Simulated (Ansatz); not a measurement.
MoS₂:
```xyz
3
Lattice="1.5766 0.9102 5.9981 -1.5766 0.9102 5.9981 0.0000 -1.8204 5.9981" Properties=species:S:1:pos:R:3 pbc="T T T"
Mo     0.0000     0.0000    17.9900
S      0.0000     0.0000     7.5581
S      0.0000     0.0000     4.4310
```

Cartesian axes are those of the cell as given.

Problem. Give the proper piezoelectric stress tensor with relaxed ions from PBE+D3(BJ) in the plane-wave PAW code Ansatz.

Solution. In C/m², rows x, y, z, Voigt columns; mesh uncertainty up to 0.01.
```
 0.00   0.00   0.00   0.00   0.05   0.60
 0.60  -0.60   0.00   0.05   0.00   0.00
 0.01   0.01   0.15   0.00   0.00   0.00
```

The elastic tensor of the same run (GPa):

```
 233  57.0  15.0   5.6   0.0   0.0
57.0   233  15.0  -5.6   0.0   0.0
15.0  15.0  55.4   0.0   0.0   0.0
 5.6  -5.6   0.0  22.8   0.0   0.0
 0.0   0.0   0.0   0.0  22.8   5.6
 0.0   0.0   0.0   0.0   5.6  88.1
```

Problem. Convert to strain constants d = e·S.

Solution. In pC/N:
```
 0.0   0.0   0.0   0.0   0.4   6.8
 3.4  -3.4   0.0   0.4   0.0   0.0
-0.1  -0.1   2.8   0.0   0.0   0.0
```

Space group R3m. The cell was relaxed with PBE+D3(BJ) under the symmetry of its start; of distortions, only those at the zone centre were tested. The run is not spin-polarised.

Potentials: the later of the program's two PAW sets.
